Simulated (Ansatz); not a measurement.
Sb:
```
CELL_PARAMETERS angstrom
     -3.47667     3.47667     3.47667
      3.47667    -3.47667     3.47667
      3.47667     3.47667    -3.47667
ATOMIC_POSITIONS crystal
  Sb 0.71087 0.00000 0.00000
  Sb 0.00000 0.71087 0.00000
  Sb 0.00000 0.00000 0.71087
  Sb 0.28913 0.28913 0.28913
```

Plane-wave PAW r²SCAN+D4 (Ansatz code) gives a gap of 1.29 eV without spin–orbit coupling, maximum at Γ, minimum at Γ.

Q: What happens when spin–orbit coupling is switched on?

A: The gap shrinks by 0.18 eV, to 1.11 eV; maximum on the N–Γ line, 96 % of the way from N, minimum at Γ.

Space group I-43m. The start of the workflow was typed in or built on a structure type; neither database checked (COD, Materials Project) lists it. It is not the phase usual at ambient conditions (space group No. 166). The cell was relaxed with r²SCAN+D4 under the symmetry of its start; whether a distortion lowers the energy is not shown. The volume moved by 16 % from the start of the relaxation.

Potentials: the later of the program's two PAW sets.
